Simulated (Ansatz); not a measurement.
Relaxed WS2 (2H-MoS2 type, space group P6_3/mmc):

```
CELL_PARAMETERS angstrom
      3.16997     0.00000     0.00000
     -1.58498     2.74527     0.00000
      0.00000     0.00000    12.49180
ATOMIC_POSITIONS crystal
  W  0.33333 0.66667 0.25000
  W  0.66667 0.33333 0.75000
  S  0.33333 0.66667 0.62490
  S  0.66667 0.33333 0.12490
  S  0.66667 0.33333 0.37510
  S  0.33333 0.66667 0.87510
```

Scan: atom 6 (S, nearest neighbour W at 2.407 Å; its periodic images, 3.2 Å or more away, move with it) is displaced along Cartesian [110], direction (0.707, 0.707, 0.000) in Cartesian axes, by s. The other atoms stay.

The numbers are results of r2SCAN+rVV10 (plane waves to 500 eV, PAW, scalar-relativistic; Ansatz, a program for electronic structure), not measurements. k mesh 10×10×3 (Γ-centred), Fermi-Dirac smearing 0.05 eV. Energies are smeared free energies. Spin-orbit coupling is left out, though W is heavy. WS2 is run without spin polarisation. WS2 was relaxed with its symmetry unable to fall. ΔE is measured from the undisplaced structure.

```csv
s (Å),ΔE (meV/cell)
-0.240,withheld
-0.192,209
-0.144,116
-0.096,51
-0.048,13
0.000,0
0.048,12
0.096,48
0.144,106
0.192,186
0.240,285
```

Fit a polynomial form (powers 2, 3, 4) to the given rows and predict ΔE at s = -0.240.

Least squares on the 10 given rows: ΔE = (5372)·s² + (-1642)·s³ + (-503.4)·s⁴, in meV/cell with s in Å; root-mean-square residual 0.2 meV/cell. At -0.240 the fit gives 330 meV/cell; the calculation gives 330 meV/cell, the same to the digits shown. The quadratic term alone would give 309 meV/cell.

(For displaced atoms, the force is minus the slope of the energy, and its curvature is a force constant, which sets phonon frequencies.)
